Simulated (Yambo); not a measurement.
G0W0@PBEsol for a free-standing TiS₃ monolayer (symmetry Pmmn, slab cell 20.4 Å high) in Yambo (4×4×1 mesh, 5 Ry block, plasmon pole, screening fixed), without a terminator:

```
bands N in G  gap Γ → Γ (eV)  shift of the valence edge (eV)
------------  --------------  ------------------------------
53                     0.932                           1.043
77                     1.081                           0.610
109                    1.135                           0.425
```

**Question.** Extrapolate both columns to infinite N with E(N) = E∞ + A/N, test the form, and compare with the terminator.

**Answer.** From two points, E∞ = (N2 E2 − N1 E1)/(N2 − N1). The two largest N give 1.26 eV for the gap and -0.02 eV for the shift; the two smallest give 1.41 eV and -0.35 eV. For the gap the slopes A are -25 and -14 eV: the form isn't reached, and its limit is uncertain. For the shift the slopes A are 74 and 49 eV: the form isn't reached, and its limit is uncertain. With the Bruneval-Gonze terminator and 109 bands the run gives 1.11 eV and 0.10 eV, 0.15 eV and 0.12 eV from the extrapolated values: the terminator too is an estimate of the remainder. Block, mesh and the bands in W are held fixed.

Geometry relaxed with PBEsol; primitive cell a = 3.3721 Å, b = 4.9218 Å, c = 20.4000 Å, α = β = γ = 90.00°.

This is a model layer cut from the bulk structure; whether it is stable on its own was not checked.

A shift is the quasiparticle energy of the state minus its PBEsol energy.
